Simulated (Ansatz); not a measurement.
## Li3AlH6: ²⁷Al NMR of the central transition

Cell: a COD entry (perhaps calculated rather than measured), ions relaxed with PBE at fixed cell.

```cif
data_Li3AlH6
_symmetry_space_group_name_H-M 'R-3:H'
_symmetry_Int_Tables_number 148
_cell_length_a 8.0170
_cell_length_b 8.0170
_cell_length_c 9.4550
_cell_angle_alpha 90.000
_cell_angle_beta 90.000
_cell_angle_gamma 120.000
loop_
_atom_site_label
_atom_site_type_symbol
_atom_site_symmetry_multiplicity
_atom_site_Wyckoff_symbol
_atom_site_fract_x
_atom_site_fract_y
_atom_site_fract_z
Li Li 18 f 0.7103 0.6021 0.5408
Al7 Al 3 b 0.0000 0.0000 0.5000
Al8 Al 3 a 0.0000 0.0000 0.0000
H9 H 18 f 0.8501 0.4941 0.4454
H15 H 18 f 0.8042 0.8314 0.4002
```

One atom of each set is listed; the run and its k-mesh use a cell of 20 atoms with edges of 5.60, 5.60, 5.60 Å.

Computed with Ansatz: DFT, PBE, plane waves and PAW, scalar-relativistic, 420 eV cutoff, Γ-centred 5×5×5 k-points, Fermi–Dirac smearing 0.02 eV.

²⁷Al has I = 5/2 and Q = 146.6 mb (Pyykkö 2018); at 7.05 T its Larmor frequency is ν₀ = 78.3 MHz. Only the quadrupole interaction is simulated: positions count from each site's isotropic chemical shift, and J coupling is left out, as are shift anisotropy and dipolar coupling, which fast spinning averages.

Task: What does the ²⁷Al spectrum (fast magic-angle spinning) show for each site?

Result: 

```tsv
site	first shell	C_Q (MHz)	η	P_Q (MHz)	δ_QIS (ppm)	breadth (kHz)
Al7	6 H at 1.75 Å	2.39	0.00	2.39	-5.60	0.940
Al8	6 H at 1.75 Å	-1.51	0.00	1.51	-2.24	0.376
```

δ_QIS = −(ν_Q²/30ν₀²)[I(I+1) − 3/4](1 + η²/3) × 10⁶ ppm with ν_Q = 3|C_Q|/[2I(2I−1)]; it falls as 1/B₀² in ppm, and the breadth as 1/B₀ in kHz.

An axis of threefold or higher order runs through Al7 and Al8, so V_zz lies along it and η is zero.
